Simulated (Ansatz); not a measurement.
CoW (rock salt), relaxed with PBE (Ansatz, a quantum-chemistry and plane-wave program, plane waves, PAW): a = b = c = 4.876 Å, α = β = γ = 90.00°.

- ΔH_f (eV/atom) = 0.84
- B₀ by P(V) fit (GPa) = 233

### Question
The same phase is relaxed and computed with PBEsol in the same code. What are the cell and these values now?

### Answer
a = 4.8197 Å, b = 4.8197 Å, c = 4.8197 Å, α = 90.00°, β = 90.00°, γ = 90.00°.

* **ΔH_f (eV/atom)**: 0.85
* **B₀ by P(V) fit (GPa)**: 256

Typed or built starts, not in the databases checked: CoW, rock salt. Began spin-polarised and lost the moments: CoW, rock salt with PBE; CoW, rock salt with PBEsol. Unstable at this level: CoW, rock salt with PBEsol. All cells were relaxed under the symmetry of their starts (and spin orders); stability against distortions was not tested throughout. Spin–orbit coupling is left out wherever it is not named.

Potentials: the later of the program's two PAW sets.

Ansatz is a plane-wave DFT program.

Formation energies count from the lowest solids of the elements computed at the same level, not from gases.
